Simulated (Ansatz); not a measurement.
GaAs (CsCl type, space group No. 221) under volume change, plane-wave PAW PBE (Ansatz code), scaled uniformly.

```json
[
 {"V (Å³/atom)": "17.477", "E − E(relaxed) (meV/atom)": "36.6", "P (GPa)": "7.34"},
 {"V (Å³/atom)": "18.053", "E − E(relaxed) (meV/atom)": "15.4", "P (GPa)": "4.53"},
 {"V (Å³/atom)": "18.629", "E − E(relaxed) (meV/atom)": "3.6", "P (GPa)": "2.08"},
 {"V (Å³/atom)": "19.205", "E − E(relaxed) (meV/atom)": "0.0", "P (GPa)": "0.00"},
 {"V (Å³/atom)": "19.781", "E − E(relaxed) (meV/atom)": "3.3", "P (GPa)": "-1.75"},
 {"V (Å³/atom)": "20.357", "E − E(relaxed) (meV/atom)": "12.2", "P (GPa)": "-3.18"},
 {"V (Å³/atom)": "20.933", "E − E(relaxed) (meV/atom)": "25.9", "P (GPa)": "-4.39"}
]
```

Q: What does a third-order Birch–Murnaghan fit give for V₀, B₀ and B′?

A: V₀ = 19.21 Å³/atom, B₀ = 62.6 GPa, B′ = 4.6.

Space group Pm-3m (CsCl type). A made-up cell: these elements were put on the sites of a structure type; neither database checked (COD, Materials Project) lists it. It is not the phase usual at ambient conditions (space group No. 216). The cell was relaxed with PBE under the symmetry of its start; its stability against distortions is not shown here.

Potentials: the earlier of the program's two PAW sets.
